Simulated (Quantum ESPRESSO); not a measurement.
## Calculated data, Sc$_{2}$Nb$_{4}$AlPd (simulated cell)

Calculation on a made-up metal alloy cell, not a measurement: no spin or spin-orbit, unrelaxed, 2900 K smearing, stress positive in tension, cell energy less fitted offsets; periodic Kohn-Sham density functional theory in plane waves with PseudoDojo standard norm-conserving scalar-relativistic pseudopotentials, each functional with its own files (v0.5 for PBE, v0.4.1 for LDA and PBEsol), eight atoms on drawn sites of a strained close-packed or body-centred lattice, each displaced and held fixed; the energy is the cell's free energy, ions and the entropy term -TS included, at the stated Fermi-Dirac width, less a fixed offset for each atom's element (shifted free energy); compositions with an open d shell lost a parallel starting moment in a cheaper test run, and other magnetic orders were not tried; an error bar is the largest change of its kind in a tighter rerun, never given below 0.002 eV, 0.02 GPa or 0.003 eV/angstrom, and covers cutoff and k-mesh only, not smearing or the files. Program: Quantum ESPRESSO 7.5.

Common to all runs: lattice type hexagonal close-packed; functional pbe; cutoff 1116 eV; fermi dirac smearing 0.25 eV; electrons removed 0; k mesh 8 x 5 x 3 shifted half a step off Gamma on each axis.

Notes on all entries: a spin test at this wide smearing found no moment, but such smearing suppresses magnetism that the real alloy may have; lattice, volume and sites are drawn at random and may be unstable or far from any real phase; energies are for the whole cell, less offsets fitted to these runs, so they are not formation energies.

(1) Sc$_{2}$Nb$_{4}$AlPd (simulated cell)

```xyz
8
Lattice="-2.8957 -0.0108 0.0278 0.0188 5.0176 0.0224 1.5302 -2.5462 -9.4953" Properties=species:S:1:pos:R:3 Sc2Nb4AlPd
Nb     0.0178     0.0353    -0.0970
Sc     0.0408     1.5725    -2.3731
Nb     0.1019    -0.0886    -4.7951
Al     0.1100     1.6698    -6.9371
Pd    -1.3614     2.5237     0.0641
Nb    -1.3603     4.1294    -2.2844
Nb    -1.5725     2.5424    -4.6568
Sc    -1.4840    -0.9278    -7.0729
```

| Item | Value |
| --- | --- |
| run command | pw.x -nk 1 -in in |
| run processor | AMD EPYC, Zen 5, virtual cores |
| entropy term negative ts | -1.677 eV |
| pressure | 13.54 GPa |
| stress xx | -10.5 GPa |
| stress yy | -16.32 GPa |
| stress zz | -13.8 GPa |
| stress yz | 1.82 GPa |
| stress xz | 0.31 GPa |
| stress xy | -0.91 GPa |
| shifted free energy | 0.455 eV |

Atoms:
| atoms element | atom site | atom energy offset (eV) |
| --- | --- | --- |
| Nb | 1 | -1694.67 |
| Sc | 2 | -1317.21 |
| Nb | 3 | -1694.67 |
| Al | 4 | -63.26 |
| Pd | 5 | -3687.45 |
| Nb | 6 | -1694.67 |
| Nb | 7 | -1694.67 |
| Sc | 8 | -1317.21 |

Forces:
| site | x (eV/Å) | y (eV/Å) | z (eV/Å) |
| --- | --- | --- | --- |
| 1 | -0.003 | -0.672 | 1.83 |
| 2 | -0.107 | 0.653 | 0.759 |
| 3 | -0.268 | 0.804 | 0.912 |
| 4 | -0.576 | -0.671 | -1.246 |
| 5 | -0.295 | 0.081 | 0.29 |
| 6 | 0.193 | -0.439 | -0.462 |
| 7 | 0.332 | -0.565 | -0.555 |
| 8 | 0.724 | 0.808 | -1.53 |

Notes: error bars: energy 0.0029 eV, stress 0.029 GPa, force 0.0077 eV/Å, from a tighter rerun of a related cell, whose elements or sites may differ; 20 SCF iterations, 2122 s of wall time on a shared machine.

(2) Sc$_{2}$Nb$_{4}$AlPd (simulated cell)

```xyz
8
Lattice="-2.8957 -0.0108 0.0278 0.0188 5.0176 0.0224 1.5302 -2.5462 -9.4953" Properties=species:S:1:pos:R:3 Sc2Nb4AlPd
Nb     0.0178     0.0353    -0.0970
Sc     0.0408     1.5725    -2.3731
Nb     0.1019    -0.0886    -4.7951
Nb     0.1100     1.6698    -6.9371
Pd    -1.3614     2.5237     0.0641
Al    -1.3603     4.1294    -2.2844
Nb    -1.5725     2.5424    -4.6568
Sc    -1.4840    -0.9278    -7.0729
```

| Item | Value |
| --- | --- |
| run command | pw.x -nk 1 -in in |
| run processor | AMD EPYC, Zen 5, virtual cores |
| entropy term negative ts | -1.668 eV |
| pressure | 12.86 GPa |
| stress xx | -10.62 GPa |
| stress yy | -15.23 GPa |
| stress zz | -12.72 GPa |
| stress yz | -0.78 GPa |
| stress xz | 1.16 GPa |
| stress xy | 0.3 GPa |
| shifted free energy | 0.362 eV |

Atoms:
| atoms element | atom site | atom energy offset (eV) |
| --- | --- | --- |
| Nb | 1 | -1694.67 |
| Sc | 2 | -1317.21 |
| Nb | 3 | -1694.67 |
| Nb | 4 | -1694.67 |
| Pd | 5 | -3687.45 |
| Al | 6 | -63.26 |
| Nb | 7 | -1694.67 |
| Sc | 8 | -1317.21 |

Forces:
| site | x (eV/Å) | y (eV/Å) | z (eV/Å) |
| --- | --- | --- | --- |
| 1 | 0.258 | -0.715 | 0.801 |
| 2 | -0.12 | 0.755 | 0.867 |
| 3 | -0.421 | 0.794 | 1.467 |
| 4 | -0.336 | -0.525 | -1.447 |
| 5 | -0.241 | 0.242 | -0.301 |
| 6 | -0.136 | -0.472 | -0.24 |
| 7 | 0.381 | -0.71 | 0.668 |
| 8 | 0.615 | 0.631 | -1.815 |

Notes: error bars: energy 0.0029 eV, stress 0.029 GPa, force 0.0077 eV/Å, from a tighter rerun of this cell; 20 SCF iterations, 1875 s of wall time on a shared machine.

(3) Sc$_{2}$Nb$_{4}$AlPd (simulated cell)

```xyz
8
Lattice="-2.8957 -0.0108 0.0278 0.0188 5.0176 0.0224 1.5302 -2.5462 -9.4953" Properties=species:S:1:pos:R:3 Sc2Nb4AlPd
Nb     0.0178     0.0353    -0.0970
Sc     0.0408     1.5725    -2.3731
Nb     0.1019    -0.0886    -4.7951
Nb     0.1100     1.6698    -6.9371
Pd    -1.3614     2.5237     0.0641
Nb    -1.3603     4.1294    -2.2844
Al    -1.5725     2.5424    -4.6568
Sc    -1.4840    -0.9278    -7.0729
```

| Item | Value |
| --- | --- |
| run command | mpirun -np 4 pw.x -nk 4 -in in |
| run processor | Intel Xeon, 2023 or later, virtual cores |
| entropy term negative ts | -1.718 eV |
| pressure | 11.96 GPa |
| stress xx | -8.85 GPa |
| stress yy | -15.25 GPa |
| stress zz | -11.77 GPa |
| stress yz | 0.007146 GPa |
| stress xz | 0.36 GPa |
| stress xy | 0.93 GPa |
| shifted free energy | 0.396 eV |

Atoms:
| atoms element | atom site | atom energy offset (eV) |
| --- | --- | --- |
| Nb | 1 | -1694.67 |
| Sc | 2 | -1317.21 |
| Nb | 3 | -1694.67 |
| Nb | 4 | -1694.67 |
| Pd | 5 | -3687.45 |
| Nb | 6 | -1694.67 |
| Al | 7 | -63.26 |
| Sc | 8 | -1317.21 |

Forces:
| site | x (eV/Å) | y (eV/Å) | z (eV/Å) |
| --- | --- | --- | --- |
| 1 | 0.101 | -0.493 | 1.51 |
| 2 | -0.086 | 0.95 | 0.073 |
| 3 | -0.67 | 0.845 | 0.61 |
| 4 | -0.559 | -0.378 | -0.532 |
| 5 | -0.27 | -0.088 | 0.159 |
| 6 | 0.009 | -0.511 | -0.587 |
| 7 | 0.973 | -0.619 | 0.033 |
| 8 | 0.502 | 0.294 | -1.266 |

Notes: error bars: energy 0.0029 eV, stress 0.029 GPa, force 0.0077 eV/Å, from a tighter rerun of a related cell, whose elements or sites may differ; 21 SCF iterations, 316 s of wall time on a shared machine.
